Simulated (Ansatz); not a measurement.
**Magnetovolume behaviour of CoMo (P-6m2)**

```
Co Mo
1.0
     2.69493    0.00000    0.00000
    -1.34746    2.33388    0.00000
     0.00000    0.00000    4.18362
Co Mo
1 1
Direct
  0.66667 0.33333 0.50000
  0.33333 0.66667 0.00000
```

The reference geometry is a structure from the Materials Project; nothing is relaxed.

The runs share LDA, 14×14×8 k mesh, Fermi–Dirac smearing of 0.05 eV. PAW means Ansatz 0.2.0 on its default frozen-core files; LAPW is all-electron LAPW in Ansatz 0.2.0. Site moments are integrated in spheres about the atoms, whose radii differ between the methods. Start moments of the first PAW run (μB): Co1 2.

The cell shown is scaled evenly to other volumes, and every spin-polarised run starts from the same moments.

The search for lower states is left at its default.

```json
{"V/V₀": "0.72", "Å³/atom": "9.47", "M PAW (μB/cell)": "0.00", "M LAPW (μB/cell)": "0.00", "largest site moment, PAW (μB)": "0.00", "P PAW (GPa)": "136.8", "P LAPW (GPa)": "136.8", "F − F(unpolarised), PAW (meV/atom)": "0"}
{"V/V₀": "0.8", "Å³/atom": "10.53", "M PAW (μB/cell)": "0.00", "M LAPW (μB/cell)": "0.00", "largest site moment, PAW (μB)": "0.00", "P PAW (GPa)": "67.8", "P LAPW (GPa)": "67.8", "F − F(unpolarised), PAW (meV/atom)": "0"}
{"V/V₀": "0.85", "Å³/atom": "11.18", "M PAW (μB/cell)": "0.00", "M LAPW (μB/cell)": "0.00", "largest site moment, PAW (μB)": "0.00", "P PAW (GPa)": "38.4", "P LAPW (GPa)": "38.4", "F − F(unpolarised), PAW (meV/atom)": "0"}
{"V/V₀": "0.9", "Å³/atom": "11.84", "M PAW (μB/cell)": "0.00", "M LAPW (μB/cell)": "0.00", "largest site moment, PAW (μB)": "0.00", "P PAW (GPa)": "16.2", "P LAPW (GPa)": "16.2", "F − F(unpolarised), PAW (meV/atom)": "0"}
{"V/V₀": "0.95", "Å³/atom": "12.50", "M PAW (μB/cell)": "0.21", "M LAPW (μB/cell)": "–", "largest site moment, PAW (μB)": "0.23", "P PAW (GPa)": "-0.5", "P LAPW (GPa)": "–", "F − F(unpolarised), PAW (meV/atom)": "0"}
{"V/V₀": "1", "Å³/atom": "13.16", "M PAW (μB/cell)": "0.39", "M LAPW (μB/cell)": "0.39", "largest site moment, PAW (μB)": "0.44", "P PAW (GPa)": "-13.1", "P LAPW (GPa)": "-13.1", "F − F(unpolarised), PAW (meV/atom)": "-1"}
{"V/V₀": "1.05", "Å³/atom": "13.81", "M PAW (μB/cell)": "0.46", "M LAPW (μB/cell)": "0.46", "largest site moment, PAW (μB)": "0.53", "P PAW (GPa)": "-22.6", "P LAPW (GPa)": "-22.6", "F − F(unpolarised), PAW (meV/atom)": "-3"}
{"V/V₀": "1.1", "Å³/atom": "14.47", "M PAW (μB/cell)": "0.51", "M LAPW (μB/cell)": "–", "largest site moment, PAW (μB)": "0.61", "P PAW (GPa)": "-29.8", "P LAPW (GPa)": "–", "F − F(unpolarised), PAW (meV/atom)": "-6"}
{"V/V₀": "1.18", "Å³/atom": "15.52", "M PAW (μB/cell)": "?", "M LAPW (μB/cell)": "–", "largest site moment, PAW (μB)": "0.77", "P PAW (GPa)": "?", "P LAPW (GPa)": "–", "F − F(unpolarised), PAW (meV/atom)": "?"}
```

Problem. Give the missing entry: row "1.18", column "P PAW (GPa)".

Solution. -37.4.

Problem. Fill in "M PAW (μB/cell)" for the row "1.18".

Solution. 0.63.

Problem. Fill in "F − F(unpolarised), PAW (meV/atom)" for the row "1.18".

Solution. -11.

The moments are gone at V/V₀ = 0.9 (16 GPa) and below, and present from 0.95 (-1 GPa) upwards, where the largest is 0.23 μB at first.

The PAW files were made with PBE; the program remakes their cores once for the run's functional and then keeps them frozen.  These are results for the start and cell typed. The real compound can order otherwise, in a larger cell, or not at all, since semilocal functionals at zero temperature often overstate magnetism.
